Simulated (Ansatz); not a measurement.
**4 guesses for Hf3Si2F and where they end**

Theory: DFT PBE, scalar-relativistic, plane waves, PAW (Ansatz 0.2.0). Settings: cutoff 420 eV, Γ-centred meshes spaced at most about 0.3 Å⁻¹, and about 0.25 Å⁻¹ or finer for metals (2π included), Gaussian smearing. No spin polarisation in the final relaxations.

Each guess was relaxed in cell and atoms at zero pressure, within the symmetry of its start. All energies are static (0 K, no zero-point motion). Coordination counts Hf or Si atoms around F (for each partner element, those within 1.25 times its shortest distance or 1.15 times the sum of covalent radii, where it is the nearest in units of that sum or under 1.3; the shortest distance is added where it is long for a bond).

```tsv
guess	made from	start group	V start (Å³/atom)	end group	V end (Å³/atom)	coordination at the end	gap on mesh (eV)	E over the lowest end (meV/atom)
1	random cell	P6/mmm	17.3	?	?	?	?	?
2	LaB2Rh3 type	P6/mmm	15.8	P6/mmm	23.0	F 12 from 3.8 Å	0	304
3	random cell	I4/mmm	20.8	I4/mmm	20.6	F 2	0	276
4	La2Al3Ge type	P-6m2	19.5	P-6m2	17.2	F 5	0	0
```

Guess 1 as it starts:

```cif
data_structure
_symmetry_space_group_name_H-M 'P6/mmm'
_symmetry_Int_Tables_number 191
_cell_length_a 4.4704
_cell_length_b 4.4704
_cell_length_c 6.0009
_cell_angle_alpha 90.000
_cell_angle_beta 90.000
_cell_angle_gamma 120.000
_cell_volume 103.86
loop_
_atom_site_label
_atom_site_type_symbol
_atom_site_symmetry_multiplicity
_atom_site_Wyckoff_symbol
_atom_site_fract_x
_atom_site_fract_y
_atom_site_fract_z
_atom_site_occupancy
Hf1 Hf 3 g 0.50000 0.00000 0.50000 1
Si1 Si 2 e 0.00000 0.00000 0.33118 1
F1 F 1 a 0.00000 0.00000 0.00000 1
```

Question: Fill in the missing row: what does this guess relax into, and where does it rank?

Answer: It ends in space group P6/mmm (No. 191), with a = 5.431 Å, c = 6.213 Å, 26.5 Å³/atom and no gap. It lies 0.53 eV/atom over the lowest end, above guess 2 and so the highest of the set. Counting Hf or Si atoms around F, this end has F 2 and the lowest (guess 4) has F 5. This end holds Si–Si pairs (shortest 2.49 Å); in the lowest (guess 4) the shortest Si–Si distance is 2.55 Å, near bonding range too.

```
CELL_PARAMETERS angstrom
5.43108 0.00000 0.00000
-2.71554 4.70346 0.00000
0.00000 0.00000 6.21343
ATOMIC_POSITIONS crystal
Hf 0.50000 0.00000 0.50000
Hf 0.00000 0.50000 0.50000
Hf 0.50000 0.50000 0.50000
Si 0.00000 0.00000 0.29938
Si 0.00000 0.00000 0.70062
F 0.00000 0.00000 0.00000
```

Energies over the elements count from the elements' standard structures at the same level (F₂ as a molecule), with no fitted energy shifts.

Question: Is the lowest end bound against the elements?

Answer: Yes: its formation energy is −0.41 eV/atom. A negative formation energy is needed for stability but isn't enough: competing phases decide.

Spin–orbit coupling, which can matter for Hf, is left out. A magnetic state wasn't ruled out in cells without spin, among them P-6m2, I4/mmm, P6/mmm at 23.0 Å³/atom, P6/mmm at 26.5 Å³/atom. Cells relaxed within their symmetry can be saddle points. A lower structure may well exist outside this small set. Some candidate types were left out of the draw beforehand, so a known form may be missing.
